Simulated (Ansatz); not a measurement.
Te4Mo3:
```
CELL_PARAMETERS angstrom
      5.18553     2.99387     3.97478
     -5.18553     2.99387     3.97478
      0.00000    -5.98774     3.97478
ATOMIC_POSITIONS crystal
  Te 0.28503 0.28503 0.28503
  Te 0.71497 0.71497 0.71497
  Te 0.88453 0.61744 0.23708
  Te 0.11547 0.38256 0.76292
  Te 0.23708 0.88453 0.61744
  Te 0.76292 0.11547 0.38256
  Te 0.61744 0.23708 0.88453
  Te 0.38256 0.76292 0.11547
  Mo 0.95326 0.24998 0.08183
  Mo 0.04674 0.75002 0.91817
  Mo 0.08183 0.95326 0.24998
  Mo 0.91817 0.04674 0.75002
  Mo 0.24998 0.08183 0.95326
  Mo 0.75002 0.91817 0.04674
```

Relaxed with r²SCAN. Special points in fractions of this cell's reciprocal vectors: Γ (0.000, 0.000, 0.000); L (0.500, 0.000, 0.000); T (0.500, -0.500, 0.500); P0 (0.460, -0.540, 0.460); P2 (0.460, 0.460, 0.460); F (0.500, -0.500, 0.000).

Question: List the band energies nearest the Fermi level at these points for DFT-r²SCAN with spin–orbit coupling in the program Ansatz with PAW potentials.

Answer: In eV from the Fermi level; about four levels below and three above (degenerate sets whole), none deeper than 8.9 eV; points with the same levels are listed once.

```json
[
 {"k": "Γ", "below": "-0.24 -0.24 -0.23 -0.23", "above": "0.42 0.42 0.75 0.75"},
 {"k": "L", "below": "-0.29 -0.29 -0.11 -0.11", "above": "0.22 0.22 0.39 0.39"},
 {"k": "T", "below": "-0.67 -0.67 -0.67 -0.67", "above": "0.19 0.19 0.28 0.28"},
 {"k": "P0", "below": "-0.64 -0.64 -0.64 -0.64", "above": "0.20 0.20 0.29 0.29"},
 {"k": "F", "below": "-0.44 -0.44 -0.35 -0.35", "above": "0.09 0.09 0.36 0.36"}
]
```

Space group R-3. The workflow started from a Materials Project entry (that database holds measured and hypothetical structures alike); the Crystallography Open Database files this formula in space group No. 148, but the cells were not matched. Its standing as an ambient phase is unchecked. Symmetry was held in the r²SCAN relaxation; its stability against distortions is not shown here. No spin polarisation was allowed.

Potentials: the later of the program's two PAW sets.
